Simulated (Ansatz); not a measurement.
**Relaxation of YSi**

The calculation used DFT PBEsol, scalar-relativistic, plane waves, PAW (Ansatz). (420 eV cutoff, 8×4×10 k-mesh, Gaussian smearing of 0.10 eV, no spin polarisation)

What was changed: biaxial strain in the a-b plane, c and atoms relaxed: -2.0 %.

Command:

```bash
ansatz run input.yaml --threads 1 --pin off --max-ram 2560MiB --backend cpu --events-out ev --progress --plain --runs-dir out
```

Input:

```yaml
crystal:
  lattice:
    - [4.149472162, 0.0, 0.0]
    - [0.0, 10.2441854737, 0.0]
    - [0.0, 0.0, 3.8537688227]
  atoms:
    - { symbol: "Y", position: [0.5, 0.3594098771, 0.75] }
    - { symbol: "Y", position: [0.0, 0.1405901229, 0.25] }
    - { symbol: "Y", position: [0.0, 0.8594098771, 0.75] }
    - { symbol: "Y", position: [0.5, 0.6405901229, 0.25] }
    - { symbol: Si, position: [0.5, 0.0763024582, 0.75] }
    - { symbol: Si, position: [0.0, 0.4236975418, 0.25] }
    - { symbol: Si, position: [0.0, 0.5763024582, 0.75] }
    - { symbol: Si, position: [0.5, 0.9236975418, 0.25] }
basis:
  ecutwfc: 420
kpoints:
  mp_grid: { grid: [8, 4, 10] }
hamiltonian:
  xc: pbesol
scf:
  occupations: { method: gaussian, width: 0.1 }
output:
  forces: true
  stress: true
  eigenvalues: true
relax:
  adjacent_minimum: "off"
  f_tol: 0.008
  max_steps: 40
  cell: { stress_tol: 0.015, fix: [a, b, gamma] }
```

F is the free energy. Steps run on the plane waves of an earlier cell, but the last one, and at times one on the way, on a freshly chosen basis, so a repeated geometry can differ a little in energy. The held parts of the cell keep their stress, so P needn't end at zero.

Steps:

```tsv
step	F − F(1) (eV)	largest force component (eV/Å)	V (Å³/atom)	P (GPa)
1	0.0000	0.000	20.477	2.91
2	0.0003	0.043	20.372	3.45
3	-0.0006	0.010	20.429	3.15
4	-0.0007	0.001	20.426	3.17
5	-0.0006	0.001	20.426	3.17
```

Relaxed structure:

```cif
data_structure
_symmetry_space_group_name_H-M 'P 1'
_symmetry_Int_Tables_number 1
_cell_length_a 4.1495
_cell_length_b 10.2442
_cell_length_c 3.8442
_cell_angle_alpha 90.000
_cell_angle_beta 90.000
_cell_angle_gamma 90.000
_cell_volume 163.41
loop_
_atom_site_label
_atom_site_type_symbol
_atom_site_fract_x
_atom_site_fract_y
_atom_site_fract_z
_atom_site_occupancy
Y1 Y 0.50000 0.35937 0.75000 1
Y2 Y 0.00000 0.14063 0.25000 1
Y3 Y 0.00000 0.85937 0.75000 1
Y4 Y 0.50000 0.64063 0.25000 1
Si1 Si 0.50000 0.07630 0.75000 1
Si2 Si 0.00000 0.42370 0.25000 1
Si3 Si 0.00000 0.57630 0.75000 1
Si4 Si 0.50000 0.92370 0.25000 1
```

Symmetry: Cmcm, No. 63, orthorhombic system. Conventional cell: a = 4.149 Å, b = 10.244 Å, c = 3.844 Å, α = 90.00°, β = 90.00°, γ = 90.00°. Y (site symmetry m2m) has 7 Si at 2.90 to 3.04 Å as nearest neighbours. Si (site symmetry m2m) has 2 Si at 2.48 Å as nearest neighbours.

The run converged. The run took 2.9 min on 1 thread of Arm Neoverse V2, with other jobs on the host, peak memory 0.74 GiB.